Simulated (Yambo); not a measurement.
```xyz
12
Lattice="-4.4720 4.4720 2.6118 4.4720 -4.4720 2.6118 4.4720 4.4720 -2.6118" Properties=species:S:1:pos:R:3 pbc="T T T"
O      2.2360     2.2360     1.3059
O     -2.2360     2.2360     1.3059
O      2.2360     2.2360    -1.3059
O      2.2360    -2.2360     1.3059
O      1.8653     0.0000     0.0000
O      7.0788     0.0000     0.0000
O      0.0000     1.8653     0.0000
O      0.0000     7.0788     0.0000
Si     1.5821     1.5821     0.0000
Si     2.8899     2.8899     2.6118
Si     2.8899    -2.8899     2.6118
Si    -2.8899     2.8899     2.6118
```

Response from Yambo on PBEsol (pw.x of Quantum ESPRESSO, ONCV potentials, without SOC) bands: 4×4×4 mesh, 154 bands, 3 Ry local-field block, 0.2 eV broadening.

Question: Give the static electronic dielectric constant without and with local fields along each axis.

Answer: 
| field along | ε(0), independent particles | ε(0), RPA with local fields | refractive index √ε |
|---|---|---|---|
| x | 2.11 | 1.98 | 1.41 |
| z | 2.12 | 1.98 | 1.41 |
Electronic (clamped-ion) response only. PBEsol gaps are usually too small, which raises these values. Convergence of the RPA response with its 4×4×4 mesh was not tested. x, y and z are Cartesian axes of the cell as given.

Geometry of the Materials Project entry, not relaxed at this level.

This is not the ordinary phase of the substance; no match was found in the copy of COD used, and its stability was not checked.
